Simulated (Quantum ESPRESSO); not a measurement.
# Computed records: Hf₃AlO₇F (made-up cell)

Computed with Quantum ESPRESSO 7.5. Calculation on a made-up crystal cell, not a measurement, with one named mistake planted (healthy values lack it): periodic Kohn-Sham density functional theory in plane waves with PseudoDojo standard norm-conserving scalar-relativistic pseudopotentials, each functional with its own files (v0.5 for PBE, v0.4.1 for LDA and PBEsol), no spin polarisation, no spin-orbit coupling, atoms not relaxed, stress positive in tension, energies less a fixed whole-eV offset for each atom's element; levels are Kohn-Sham levels at fractions of this cell's reciprocal vectors, counted from the reference band (half the neutral cell's valence electrons, rounded up) at Gamma; error bars cover cutoff and k-mesh only, not smearing or the files; each bar is the largest change over components, and at least 0.002 eV, 0.002 eV per angstrom or 0.02 GPa; a charged cell sits in a uniform background, with energy and stress on this program's zero of potential; no dispersion term; energies are for the whole cell, and the offsets were chosen from early runs and are not element reference energies; a distance is the largest change of any value in units of its error bar (the energy's for the smearing term), a scale change is of lengths, and a coarse mesh keeps the half-step shift; machines and their load varied, so run times do not measure scaling.

Common to all entries: lattice type fluorite; intended functional pbe; intended cutoff 1143 eV; intended fermi dirac smearing 0.025 eV; intended scf tolerance 1e-07 eV; intended electrons removed 0; healthy free energy less offsets 2.113 eV; healthy scf iterations 14; healthy smearing term minus ts 0 eV; healthy pressure -2.6 GPa; healthy stress xx 0.39 GPa; healthy stress yy 0.52 GPa; healthy stress zz 6.87 GPa; healthy stress yz 0.29 GPa; healthy stress xz -2.51 GPa; healthy stress xy -0.69 GPa; healthy reference band 44; faulty run command pw.x -nk 1 -in in; faulty run processor AMD EPYC, Zen 5 class, virtual cores; intended k mesh 4 x 4 x 4, shifted by half a step; structure shown as intended, without the mistake.

Notes on all entries: the hafnium pseudopotential is less sure than the others, with forces about 3 percent (worst 6) and pressure in oxides about 1.5 GPa (worst 2.7) from a second method in checks, which the error bars do not cover.

(1) 
```cif
# cell vector a (Å): 5.0819 -0.0115 -0.0157
# cell vector b (Å): -0.0115 5.0623 -0.0060
# cell vector c (Å): -0.0157 -0.0060 5.1430
data_Hf3AlO7F
_symmetry_space_group_name_H-M 'P 1'
_symmetry_Int_Tables_number 1
_cell_length_a 5.0819
_cell_length_b 5.0623
_cell_length_c 5.1430
_cell_angle_alpha 90.134
_cell_angle_beta 90.352
_cell_angle_gamma 90.260
_cell_volume 132.31
loop_
_atom_site_label
_atom_site_type_symbol
_atom_site_fract_x
_atom_site_fract_y
_atom_site_fract_z
_atom_site_occupancy
Hf1 Hf 0.99387 0.02499 0.99727 1
Hf2 Hf 0.01552 0.50261 0.49603 1
Hf3 Hf 0.49682 0.98781 0.50032 1
Al1 Al 0.50838 0.49302 0.99626 1
O1 O 0.23912 0.24093 0.23175 1
O2 O 0.24401 0.27649 0.74896 1
F1 F 0.27675 0.77761 0.25283 1
O3 O 0.27876 0.76729 0.73958 1
O4 O 0.74718 0.24881 0.23911 1
O5 O 0.77656 0.24188 0.75227 1
O6 O 0.75103 0.75309 0.25478 1
O7 O 0.73134 0.76882 0.74764 1
_calc_fault_kind 'low cutoff'
_calc_fault_cutoff 634  # eV
_calc_faulty_free_energy_less_offsets 11.07  # eV
_calc_faulty_scf_iterations 14
_calc_faulty_smearing_term_minus_ts 0  # eV
_calc_faulty_pressure -49.24  # GPa
_calc_faulty_stress_xx 47.09  # GPa
_calc_faulty_stress_yy 47.34  # GPa
_calc_faulty_stress_zz 53.28  # GPa
_calc_faulty_stress_yz 0.2629  # GPa
_calc_faulty_stress_xz -2.611  # GPa
_calc_faulty_stress_xy -0.803  # GPa
_calc_faulty_reference_band 44
_calc_other_mistakes_compared 7
_calc_distance_from_healthy 4479  # error bars
_calc_distance_from_nearest_other_mistake 2383  # error bars
_calc_healthy_error_bar_energy 0.002  # eV
_calc_healthy_error_bar_stress 0.03572  # GPa
_calc_healthy_error_bar_force 0.002  # eV/angstrom
_calc_healthy_error_bar_next_band_up 0.002  # eV
_calc_faulty_wall_time_of_scf_and_band_steps_on_a_shared_machine 215.9  # s
```

Atoms:
```
atoms element  atom site  atom energy offset (eV)
           Hf          1                    -1535
           Hf          2                    -1535
           Hf          3                    -1535
           Al          4                      -64
            O          5                     -452
            O          6                     -452
            F          7                     -677
            O          8                     -452
            O          9                     -452
            O         10                     -452
            O         11                     -452
            O         12                     -452
```

Healthy forces:
```
site  x (eV/Å)  y (eV/Å)  z (eV/Å)
   1    -1.807     0.109    -1.637
   2    -2.407    -1.413     1.566
   3     3.514     2.888     1.929
   4     1.529    -0.851    -1.333
   5     0.979     2.218     1.123
   6     1.972     0.087     0.054
   7    -1.545    -2.414    -1.536
   8    -2.678    -0.899     0.835
   9    -0.719     1.185      0.12
  10    -1.311     1.725     -1.28
  11     0.651    -0.587    -0.577
  12     1.821    -2.049     0.735
```

Healthy levels:
```
level k point  next band up (eV)
        Gamma              1.689
(1/2,1/2,1/2)              3.923
   (0.15,0,0)              1.922
   (0,0.15,0)              1.904
   (0,0,0.15)              1.938
```

Faulty forces:
```
site  x (eV/Å)  y (eV/Å)  z (eV/Å)
   1    -1.821    0.1509    -1.624
   2    -2.389    -1.432     1.575
   3     3.536     2.853     1.934
   4      1.53   -0.8422    -1.331
   5     0.936     2.171     1.082
   6     1.889    0.1348   0.06523
   7    -1.468     -2.37    -1.561
   8    -2.622   -0.9453    0.8286
   9   -0.7098     1.162     0.108
  10    -1.284     1.659    -1.259
  11    0.6228   -0.6048    -0.521
  12     1.781    -1.936     0.703
```

Faulty levels:
```
level k point  next band up (eV)
        Gamma              1.663
(1/2,1/2,1/2)              3.907
   (0.15,0,0)              1.898
   (0,0.15,0)              1.879
   (0,0,0.15)              1.915
```

(2) 
```cif
# cell vector a (Å): 5.0819 -0.0115 -0.0157
# cell vector b (Å): -0.0115 5.0623 -0.0060
# cell vector c (Å): -0.0157 -0.0060 5.1430
data_Hf3AlO7F
_symmetry_space_group_name_H-M 'P 1'
_symmetry_Int_Tables_number 1
_cell_length_a 5.0819
_cell_length_b 5.0623
_cell_length_c 5.1430
_cell_angle_alpha 90.134
_cell_angle_beta 90.352
_cell_angle_gamma 90.260
_cell_volume 132.31
loop_
_atom_site_label
_atom_site_type_symbol
_atom_site_fract_x
_atom_site_fract_y
_atom_site_fract_z
_atom_site_occupancy
Hf1 Hf 0.99387 0.02499 0.99727 1
Hf2 Hf 0.01552 0.50261 0.49603 1
Hf3 Hf 0.49682 0.98781 0.50032 1
Al1 Al 0.50838 0.49302 0.99626 1
O1 O 0.23912 0.24093 0.23175 1
O2 O 0.24401 0.27649 0.74896 1
F1 F 0.27675 0.77761 0.25283 1
O3 O 0.27876 0.76729 0.73958 1
O4 O 0.74718 0.24881 0.23911 1
O5 O 0.77656 0.24188 0.75227 1
O6 O 0.75103 0.75309 0.25478 1
O7 O 0.73134 0.76882 0.74764 1
_calc_fault_kind 'atoms exchanged'
_calc_fault_first_exchanged_site 7
_calc_fault_second_exchanged_site 8
_calc_faulty_free_energy_less_offsets 2.159  # eV
_calc_faulty_scf_iterations 13
_calc_faulty_smearing_term_minus_ts 0  # eV
_calc_faulty_pressure -2.606  # GPa
_calc_faulty_stress_xx 0.4071  # GPa
_calc_faulty_stress_yy 0.4517  # GPa
_calc_faulty_stress_zz 6.959  # GPa
_calc_faulty_stress_yz 1.799  # GPa
_calc_faulty_stress_xz -2.361  # GPa
_calc_faulty_stress_xy -0.4709  # GPa
_calc_faulty_reference_band 44
_calc_other_mistakes_compared 7
_calc_distance_from_healthy 2334  # error bars
_calc_distance_from_nearest_other_mistake 2313  # error bars
_calc_healthy_error_bar_energy 0.002  # eV
_calc_healthy_error_bar_stress 0.03572  # GPa
_calc_healthy_error_bar_force 0.002  # eV/angstrom
_calc_healthy_error_bar_next_band_up 0.002  # eV
_calc_faulty_wall_time_of_scf_and_band_steps_on_a_shared_machine 482.2  # s
```

Atoms:
```
atoms element  atom site  atom energy offset (eV)
           Hf          1                    -1535
           Hf          2                    -1535
           Hf          3                    -1535
           Al          4                      -64
            O          5                     -452
            O          6                     -452
            F          7                     -677
            O          8                     -452
            O          9                     -452
            O         10                     -452
            O         11                     -452
            O         12                     -452
```

Healthy forces:
```
site  x (eV/Å)  y (eV/Å)  z (eV/Å)
   1    -1.807     0.109    -1.637
   2    -2.407    -1.413     1.566
   3     3.514     2.888     1.929
   4     1.529    -0.851    -1.333
   5     0.979     2.218     1.123
   6     1.972     0.087     0.054
   7    -1.545    -2.414    -1.536
   8    -2.678    -0.899     0.835
   9    -0.719     1.185      0.12
  10    -1.311     1.725     -1.28
  11     0.651    -0.587    -0.577
  12     1.821    -2.049     0.735
```

Healthy levels:
```
level k point  next band up (eV)
        Gamma              1.689
(1/2,1/2,1/2)              3.923
   (0.15,0,0)              1.922
   (0,0.15,0)              1.904
   (0,0,0.15)              1.938
```

Faulty forces:
```
site  x (eV/Å)  y (eV/Å)  z (eV/Å)
   1    -1.751    0.1642     2.015
   2    -2.513    -1.367    -2.354
   3     3.479     2.888    -2.738
   4     1.482   -0.8263     1.337
   5    0.6241     2.419     1.102
   6     2.291    0.3449    0.1481
   7    -1.485    -2.782   -0.7881
   8    -2.456   -0.9194     1.561
   9   -0.5422     0.942    0.3559
  10    -1.408     1.906      -1.1
  11     1.093   -0.5344   -0.3874
  12     1.186    -2.235    0.8481
```

Faulty levels:
```
level k point  next band up (eV)
        Gamma              1.685
(1/2,1/2,1/2)              3.927
   (0.15,0,0)              1.921
   (0,0.15,0)              1.897
   (0,0,0.15)              1.929
```
